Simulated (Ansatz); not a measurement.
## LaSc3B4O12 — ¹¹B nuclear quadrupole resonance

Cell: a Materials Project structure (computed, not necessarily an observed phase), taken as it stands.

Space group R32:H (No. 155); a = 9.8334, c = 7.9335 Å, γ = 120.00°.

| site | Wyckoff | site symmetry | x | y | z |
| --- | --- | --- | --- | --- | --- |
| La | 3b | 32 | 0.0000 | 0.0000 | 0.5000 |
| Sc | 9e | .2 | 0.5487 | 0.5487 | 0.5000 |
| B5 | 3a | 32 | 0.0000 | 0.0000 | 0.0000 |
| B6 | 9d | .2 | 0.1159 | 0.7826 | 0.3333 |
| O9 | 9d | .2 | 0.5265 | 0.1931 | 0.3333 |
| O10 | 9d | .2 | 0.0773 | 0.3333 | 0.3333 |
| O13 | 18f | 1 | 0.2128 | 0.1924 | 0.3179 |

One atom of each set is listed; the run and its k-mesh use a cell of 20 atoms with edges of 6.26, 6.26, 6.26 Å.

Computed with Ansatz: DFT, PBE, plane waves and PAW, scalar-relativistic, 420 eV cutoff, Γ-centred 4×4×4 k-points, Fermi–Dirac smearing 0.02 eV.

¹¹B: I = 3/2, Q = 40.59 mb (year-2017 value). Static lattice, zero field.

Question: At which frequencies do the ¹¹B NQR lines lie?

Answer: For I = 3/2 there is one line, ν = (|C_Q|/2)(1 + η²/3)^½.

| site | atoms | V_zz (10²¹ V/m²) | C_Q (MHz) | η | line frequencies (MHz) |
| --- | --- | --- | --- | --- | --- |
| B5 | 1 | 2.68 | 2.63 | 0.00 | 1.31 |
| B6 | 3 | 2.61 | 2.57 | 0.07 | 1.28 |

Question: And for ¹⁰B (I = 3, Q = 84.59 mb) on B5?

Answer: C_Q scales with Q to 5.47 MHz, with lines at 0.274, 0.821, 1.37 MHz.

An axis of threefold or higher order runs through B5, so V_zz lies along it and η is zero. At B6 V_zz stands upright on the plane through its three neighbours (within 2°).

At this cell the principal stresses reach 5 GPa in size with PBE, which can matter for small gradients. The largest force is 0.3 eV/Å, so the atoms aren't at the calculated equilibrium and relaxing them would move these values.
